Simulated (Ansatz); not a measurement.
# Electric field gradients in Ti2Co

The calculation used DFT PBEsol, scalar-relativistic, plane waves, PAW (Ansatz 0.2.0). Cutoff 420 eV, 10×10×10 k-points (Γ-centred), Gaussian smearing of 0.20 eV. Collinear spin, site moments 0.0, 0.0, 0.0, 0.0, 1.0, 1.0 μB.

Equilibrium structure at this level:
```
Ti Co
1.0
     0.00000    3.49088    3.49088
     3.49088    0.00000    3.49088
     3.49088    3.49088    0.00000
Ti Co
4 2
Direct
  0.12500 0.12500 0.12500
  0.62500 0.12500 0.12500
  0.12500 0.12500 0.62500
  0.12500 0.62500 0.12500
  0.50000 0.50000 0.50000
  0.75000 0.75000 0.75000
```

In a metal these results depend on the k mesh and the smearing.

Problem. Give V_zz (10²¹ V/m²) and the asymmetry η at each distinct site.

Solution.
```
       atom V_zz                 η
Ti (atom 1)   5.13              0.00
Co (atom 5)  0.000  zero by symmetry
```

Cost: 1 run of about 0.32 core-minutes, on Oxide Virtual Turin-like Processor (Zen 5) (shared hosts).